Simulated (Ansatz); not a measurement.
SnO: computed properties

Computed with DFT PBEsol+D3(BJ), scalar-relativistic, plane waves, PAW (Ansatz 0.2.0).

Plane waves to 420 eV, a k mesh through Γ of 12×12×10 on the computed 4-atom cell and Gaussian smearing (0.10 eV); no spin polarisation.

The structure is relaxed at this level of theory with its symmetry kept.

```cif
data_structure
_symmetry_space_group_name_H-M 'P4/nmm:1'
_symmetry_Int_Tables_number 129
_cell_length_a 3.7706
_cell_length_b 3.7706
_cell_length_c 4.5629
_cell_angle_alpha 90.000
_cell_angle_beta 90.000
_cell_angle_gamma 90.000
_cell_volume 64.87
loop_
_atom_site_label
_atom_site_type_symbol
_atom_site_symmetry_multiplicity
_atom_site_Wyckoff_symbol
_atom_site_fract_x
_atom_site_fract_y
_atom_site_fract_z
_atom_site_occupancy
Sn1 Sn 2 c 0.50000 0.00000 0.25325 1
O1 O 2 a 0.00000 0.00000 0.00000 1
```

- Space group: P4/nmm (No. 129)
- Volume per atom: 16.22 Å³
- Kohn–Sham band gap: none (metal)
- Density of states at the Fermi level: 0.49 states/eV per cell
- Löwdin character within 0.5 eV of the Fermi level: Sn 5s 32 %, Sn 5p 31 %, O 2p 27 %, unprojected 5 %
- Bulk modulus: 45 GPa
- Its pressure derivative: 8.1
- Bader charges (e): Sn (2 in the cell) 1.26, O (2 in the cell) -1.26

Closed-shell ions balance this formula, so the missing gap can be the error of a semilocal functional.

Cost: 9 runs of about 13 core-minutes in all, on Arm Neoverse V1 (shared hosts).